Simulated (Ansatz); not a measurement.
CdF2:
```
CdF2
1.0
    0.00000     2.64895     2.64895
    2.64895     0.00000     2.64895
    2.64895     2.64895     0.00000
Cd F
1 2
Direct
  0.00000   0.00000   0.00000
  0.25000   0.25000   0.25000
  0.75000   0.75000   0.75000
```

Relaxed with LDA.

**Question.** Which orbitals make up the states near the band edges in LDA (plane waves, PAW; program Ansatz)?

**Answer.** Top 1 eV of the valence band: F 2p 83 %, Cd 4d 16 %. Bottom 1 eV of the conduction band: Cd 5s 74 %, F 2s 17 %, F 2p 8 %. Projections are on Löwdin-orthogonalised atomic valence shells; empty p or d shells of many metals are not among them.

**Question.** Tabulate the density of states.

**Answer.** States/eV per cell of 3 atoms, in 0.25 eV bins, energy from the valence-band maximum.

| E (eV) | total | F 2p | Cd 4d | Cd 5s |
|---|---|---|---|---|
| -5.95 | 0.00 | 0.00 | 0.00 | 0.00 |
| -5.70 | 1.41 | 0.45 | 0.95 | 0.01 |
| -5.45 | 7.36 | 2.27 | 4.99 | 0.08 |
| -5.20 | 4.92 | 1.39 | 3.49 | 0.02 |
| -4.95 | 3.37 | 0.78 | 2.55 | 0.02 |
| -4.70 | 5.03 | 1.04 | 3.88 | 0.08 |
| -4.45 | 6.93 | 0.85 | 5.98 | 0.05 |
| -4.20 | 10.78 | 0.62 | 10.05 | 0.04 |
| -3.95 | 0.19 | 0.01 | 0.17 | 0.00 |
| -3.70 | 1.66 | 0.84 | 0.61 | 0.20 |
| -3.45 | 2.81 | 1.73 | 0.68 | 0.35 |
| -3.20 | 1.61 | 1.15 | 0.22 | 0.20 |
| -2.95 | 1.45 | 1.08 | 0.23 | 0.11 |
| -2.70 | 2.45 | 1.82 | 0.51 | 0.07 |
| -2.45 | 3.76 | 2.99 | 0.63 | 0.04 |
| -2.20 | 4.58 | 3.91 | 0.53 | 0.03 |
| -1.95 | 3.33 | 2.89 | 0.34 | 0.02 |
| -1.70 | 2.73 | 2.35 | 0.30 | 0.02 |
| -1.45 | 2.54 | 2.18 | 0.29 | 0.02 |
| -1.20 | 1.62 | 1.38 | 0.20 | 0.02 |
| -0.95 | 1.29 | 1.07 | 0.18 | 0.01 |
| -0.70 | 2.64 | 2.35 | 0.25 | 0.01 |
| -0.45 | 9.50 | 7.68 | 1.76 | 0.00 |
| -0.20 | 5.55 | 4.62 | 0.92 | 0.00 |
| 0.05 | 0.47 | 0.41 | 0.06 | 0.00 |
| 0.30 | 0.00 | 0.00 | 0.00 | 0.00 |
| 0.55 | 0.00 | 0.00 | 0.00 | 0.00 |
| 0.80 | 0.00 | 0.00 | 0.00 | 0.00 |
| 1.05 | 0.00 | 0.00 | 0.00 | 0.00 |
| 1.30 | 0.00 | 0.00 | 0.00 | 0.00 |
| 1.55 | 0.00 | 0.00 | 0.00 | 0.00 |
| 1.80 | 0.00 | 0.00 | 0.00 | 0.00 |
| 2.05 | 0.00 | 0.00 | 0.00 | 0.00 |
| 2.30 | 0.00 | 0.00 | 0.00 | 0.00 |
| 2.55 | 0.00 | 0.00 | 0.00 | 0.00 |
| 2.80 | 0.00 | 0.00 | 0.00 | 0.00 |
| 3.05 | 0.01 | 0.00 | 0.00 | 0.00 |
| 3.30 | 0.03 | 0.00 | 0.00 | 0.02 |
| 3.55 | 0.05 | 0.00 | 0.00 | 0.04 |
| 3.80 | 0.07 | 0.01 | 0.00 | 0.05 |
| 4.05 | 0.09 | 0.01 | 0.00 | 0.07 |
| 4.30 | 0.11 | 0.02 | 0.00 | 0.08 |
| 4.55 | 0.13 | 0.02 | 0.00 | 0.09 |
| 4.80 | 0.16 | 0.02 | 0.00 | 0.11 |
| 5.05 | 0.18 | 0.03 | 0.00 | 0.13 |
| 5.30 | 0.21 | 0.04 | 0.00 | 0.15 |
| 5.55 | 0.24 | 0.04 | 0.00 | 0.17 |
| 5.80 | 0.28 | 0.05 | 0.00 | 0.20 |
| 6.05 | 0.32 | 0.06 | 0.00 | 0.23 |
| 6.30 | 0.37 | 0.07 | 0.00 | 0.26 |
| 6.55 | 0.43 | 0.08 | 0.00 | 0.31 |
| 6.80 | 0.50 | 0.10 | 0.00 | 0.37 |
| 7.05 | 0.63 | 0.12 | 0.00 | 0.46 |
| 7.30 | 0.88 | 0.17 | 0.00 | 0.66 |
| 7.55 | 0.98 | 0.19 | 0.00 | 0.75 |
| 7.80 | 1.02 | 0.20 | 0.00 | 0.78 |

Space group Fm-3m (fluorite). Symmetry was held in the LDA relaxation. Scalar-relativistic: spin–orbit coupling is off unless named, which matters more the heavier the elements.

Potentials: the earlier of the program's two PAW sets. The files were generated under PBE; for other functionals the program regenerates the frozen cores, and for LDA and PBEsol the local potential too.
